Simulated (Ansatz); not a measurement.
TaAs:
```
TaAs
1.0
   -1.73141     1.73141     5.86744
    1.73141    -1.73141     5.86744
    1.73141     1.73141    -5.86744
Ta As
2 2
Direct
  0.75017   0.25017   0.50000
  0.00017   0.00017   0.00000
  0.33243   0.83243   0.50000
  0.58243   0.58243   0.00000
```

Relaxed with PBE. The program Ansatz at the PBE level (PAW) gives no gap.

What gap does HSE06 give on the same cell (Ansatz, PAW)?

It stays without a gap at the points solved. The hybrid was solved on a coarser mesh and at special points; its gap is the smallest among all of these. On such a mesh it can open a false gap in a semimetal.

```json
[
 {"k": "Γ", "v1 PBE": "-1.70", "c1 PBE": "0.82", "v1 HSE06": "-1.99", "c1 HSE06": "1.18"},
 {"k": "M", "v1 PBE": "-1.03", "c1 PBE": "1.13", "v1 HSE06": "?", "c1 HSE06": "?"},
 {"k": "X", "v1 PBE": "-1.19", "c1 PBE": "2.68", "v1 HSE06": "-1.53", "c1 HSE06": "3.32"},
 {"k": "P", "v1 PBE": "-1.19", "c1 PBE": "2.70", "v1 HSE06": "?", "c1 HSE06": "?"},
 {"k": "N", "v1 PBE": "-0.32", "c1 PBE": "0.06", "v1 HSE06": "?", "c1 HSE06": "?"},
 {"k": "S0", "v1 PBE": "-0.16", "c1 PBE": "0.04", "v1 HSE06": "?", "c1 HSE06": "?"},
 {"k": "R", "v1 PBE": "-1.21", "c1 PBE": "2.54", "v1 HSE06": "-1.54", "c1 HSE06": "3.14"}
]
```

Top valence (v1) and lowest conduction level (c1) in eV from each method's valence maximum (which need not be a listed point): supply the withheld HSE06 values.


- S0, v1 HSE06: 0.00
- S0, c1 HSE06: 0.08
- P, v1 HSE06: -1.53
- P, c1 HSE06: 3.33
- M, v1 HSE06: -1.28
- M, c1 HSE06: 1.53
- N, v1 HSE06: -0.34
- N, c1 HSE06: 0.27

Cost on shared cores: the PBE run (SCF on a 17×17×17 mesh, then bands and DOS) roughly 4 core-minutes, the HSE06 run (SCF on 8×8×8, then a few points) roughly 25 core-minutes; the tasks are unlike.

Space group I4_1md. The cell was relaxed with PBE under the symmetry of its start; of distortions, only those at the zone centre were tested. No spin polarisation was allowed. A small band overlap can be real or an error of a semilocal functional. Spin–orbit coupling is left out wherever it is not named.

Potentials: the later of the program's two PAW sets.
